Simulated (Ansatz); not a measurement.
Relaxed CdS (zinc blende):

```xyz
2
Lattice="0.0000 2.9633 2.9633 2.9633 0.0000 2.9633 2.9633 2.9633 0.0000" Properties=species:S:1:pos:R:3 pbc="T T T"
S      4.4450     4.4450     4.4450
Cd     0.0000     0.0000     0.0000
```

Scan: atom 1 (S, nearest neighbour Cd at 2.566 Å; its periodic images, 4.2 Å or more away, move with it) is displaced towards the nearest neighbour, direction (-0.577, -0.577, 0.577) in Cartesian axes, by s. The other atoms stay.

All values below come from PBE (plane waves to 420 eV, PAW, scalar-relativistic; Ansatz, an electronic-structure program). k mesh 8×8×8 (Γ-centred), Fermi-Dirac smearing 0.05 eV. The energy includes the smearing's −TS. CdS was relaxed with its symmetry unable to fall. The zero of ΔE is the undisplaced structure.

```json
[
 {"s (Å)": "-0.510", "ΔE (meV/cell)": "262"},
 {"s (Å)": "-0.408", "ΔE (meV/cell)": "195"},
 {"s (Å)": "-0.306", "ΔE (meV/cell)": "withheld"},
 {"s (Å)": "-0.204", "ΔE (meV/cell)": "66"},
 {"s (Å)": "-0.102", "ΔE (meV/cell)": "19"},
 {"s (Å)": "0.000", "ΔE (meV/cell)": "0"},
 {"s (Å)": "0.102", "ΔE (meV/cell)": "26"},
 {"s (Å)": "0.204", "ΔE (meV/cell)": "122"},
 {"s (Å)": "0.306", "ΔE (meV/cell)": "323"},
 {"s (Å)": "0.408", "ΔE (meV/cell)": "678"},
 {"s (Å)": "0.510", "ΔE (meV/cell)": "1261"}
]
```

### Question
Fit a polynomial form (powers 2, 3, 4) to the given rows and predict ΔE at s = -0.306.

### Answer
Least squares on the 10 given rows: ΔE = (2058)·s² + (3717)·s³ + (3346)·s⁴, in meV/cell with s in Å; root-mean-square residual 6.3 meV/cell. At -0.306 the fit gives 116 meV/cell; the calculation gives 128 meV/cell, so the interpolation is off by -12 (-9.4 %). The quadratic term alone would give 193 meV/cell.

(For displaced atoms, the force is minus the slope of the energy, and its curvature is a force constant, which sets phonon frequencies.)
